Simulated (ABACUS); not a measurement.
Consider a self-consistent single point of ZnSe (F-43m, 8 atoms in the cell; from Materials Project mp-1190, changed as shown).

```
ZnSe
1.0
    5.55159     0.00000     0.00000
    0.00000     5.55159     0.00000
    0.00000     0.00000     5.55159
Zn Se
4 4
Cartesian
  0.00000   0.00000   0.00000
  0.00000   2.77580   2.77580
  2.77580   0.00000   2.77580
  2.77580   2.77580   0.00000
  1.38790   1.38790   1.38790
  1.38790   4.16369   4.16369
  4.16369   1.38790   4.16369
  4.16369   4.16369   1.38790
```

Level of theory: PBE, numerical atomic orbitals SZP (confined pseudo-atomic orbitals with Gaussian additions; energy shift 0.003 Ry), PseudoDojo 0.5 standard norm-conserving PBE (tails mended) pseudopotentials run with ABACUS 3.10.1.

ABACUS settings:

```
setting                                                               value
---------------  ----------------------------------------------------------
basis                  SZP numerical atomic orbitals, energy shift 0.003 Ry
KPT                                                       Gamma 6 6 6 0 0 0
basis_type                                                             lcao
dft_functional                                                          PBE
ecutwfc                                                              100 Ry
smearing_method                                                          fd
smearing_sigma                                                0.00146997 Ry
potentials       PseudoDojo 0.5 standard norm-conserving PBE (tails mended)
symmetry                                                                  1
symmetry_prec                                                         1e-05
ks_solver                                                     scalapack_gvx
scf_nmax                                                                100
scf_thr                                                             1.0e-07
mixing_type                                                         broyden
mixing_beta                                                             0.7
```

Results:

- Number of valence electrons = 144
- Number of bands = 87
- Number of k-points after the program's reduction = 20
- Size of the basis = 164
- Number of SCF iterations = 8
- Free energy E − TS = -35951.5796 eV
- Top of the valence band (on the code's own zero) = 9.24 eV
- Gap on the k-point mesh = 2.00 eV
- Pressure = 9.20 GPa

Stress (GPa, positive for compression):
```
9.20  0.00  0.00
0.00  9.20  0.00
0.00  0.00  9.20
```

Gaps are taken between levels on the mesh.

For comparison: a first run was changed to give this one (lattice scaled by 0.98), and from it to this one the free energy goes up by 55.9 meV/atom, the pressure goes from 4.42 to 9.20 GPa and the gap on the mesh goes from 1.657 to 1.999 eV.

The atom-centred basis is finite, which shifts total energies, pressures and gaps against plane waves. A single-zeta basis is rough, for pressures and forces above all. The structure comes from a collection of computed structures, made at another level of theory; the collection holds predicted forms beside known ones.

Cost on one core: roughly 60 core-seconds.

The atomic orbitals were generated for these runs; they are not ABACUS's published sets and were checked against plane waves on a few crystals only.

“Tails mended”: in these copies of the files the far tail of each local potential was reset to the Coulomb form.
